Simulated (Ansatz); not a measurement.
Polymorphs of HgS, each relaxed with PBEsol in the plane-wave PAW code Ansatz:

A: rock salt (Fm-3m)
a = b = c = 5.4524 Å, α = β = γ = 90.00°

| atom | site | symmetry | x | y | z |
|---|---|---|---|---|---|
| Hg | 4a | m-3m | 0.0000 | 0.0000 | 0.0000 |
| S | 4b | m-3m | 0.5000 | 0.5000 | 0.5000 |

B: zinc blende (F-43m)
a = b = c = 5.876 Å, α = β = γ = 90.00°

```
atom  site  symmetry       x       y       z
----  ----  --------  ------  ------  ------
Hg      4a      -43m  0.0000  0.0000  0.0000
S       4c      -43m  0.2500  0.2500  0.2500
```

### Question
Order them by energy per atom at 0 K (lowest first) at the level PBEsol.

### Answer
B (+0 meV/atom), A (+121 meV/atom)

Standing as an ambient phase not checked: A. All cells were relaxed under the symmetry of their starts (and spin orders); stability against distortions was not tested throughout. Spin–orbit coupling is left out wherever it is not named.

Energies hold the estimated change up to a 700 eV cutoff; steps of a few meV lie near the error of the meshes.

Potentials: the later of the program's two PAW sets.
